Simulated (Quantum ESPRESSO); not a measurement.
pw.x input (Quantum ESPRESSO 7.5; LDA, PseudoDojo standard norm-conserving files, scalar-relativistic):

```
&CONTROL
  calculation = 'scf'
  pseudo_dir = './pseudo'
  outdir = './out'
  tprnfor = .true.
  tstress = .true.
/
&SYSTEM
  ibrav = 0
  nat = 6
  ntyp = 2
  ecutwfc = 84.0
  ecutrho = 336.0
  occupations = 'smearing'
  smearing = 'fd'
  degauss = 0.002
  nbnd = 28
/
&ELECTRONS
  conv_thr = 6e-10
/
ATOMIC_SPECIES
O 15.9990 O.upf
Ti 47.8670 Ti.upf
CELL_PARAMETERS angstrom
  4.599840000000   0.000000000000   0.000000000000
  0.000000000000   4.599840000000   0.000000000000
  0.000000000000   0.000000000000   2.959210000000
ATOMIC_POSITIONS crystal
O   0.695680000000   0.695680000000   0.500000000000
O   0.304320000000   0.304320000000   0.500000000000
O   0.804320000000   0.195680000000   0.000000000000
O   0.195680000000   0.804320000000   0.000000000000
Ti   0.500000000000   0.500000000000   0.000000000000
Ti   0.000000000000   0.000000000000   0.500000000000
K_POINTS automatic
6 6 10 0 0 0
```

End of the output:

```

[...]
     the Fermi energy is     9.6224 ev
!    total energy              =    -370.19249754 Ry
     estimated scf accuracy    <          3.9E-12 Ry
     smearing contrib. (-TS)   =      -0.00000000 Ry
     internal energy E=F+TS    =    -370.19249754 Ry
     The total energy is F=E-TS. E is the sum of the following terms:
     one-electron contribution =    -123.70960304 Ry
     hartree contribution      =      84.95470176 Ry
     xc contribution           =     -67.34984764 Ry
     ewald contribution        =    -264.08774863 Ry
     convergence has been achieved in  22 iterations
     Forces acting on atoms (cartesian axes, Ry/au):
     atom    1 type  1   force =    -0.00387547   -0.00387547   -0.00000000
     atom    2 type  1   force =     0.00387547    0.00387547    0.00000000
     atom    3 type  1   force =     0.00387547   -0.00387547    0.00000000
     atom    4 type  1   force =    -0.00387547    0.00387547   -0.00000000
     atom    5 type  2   force =     0.00000000    0.00000000    0.00000000
     atom    6 type  2   force =     0.00000000    0.00000000   -0.00000000
     Total force =     0.010961     Total SCF correction =     0.000000
     Computing stress (Cartesian axis) and pressure
          total   stress  (Ry/bohr**3)                   (kbar)     P=      -93.47
  -0.00056856   0.00000000   0.00000000          -83.64        0.00        0.00
   0.00000000  -0.00056856   0.00000000            0.00      -83.64        0.00
   0.00000000   0.00000000  -0.00076901            0.00        0.00     -113.13
```
In a gapped system the printed Fermi energy is only some level inside the gap.

Geometry of the Materials Project entry, not relaxed at this level.
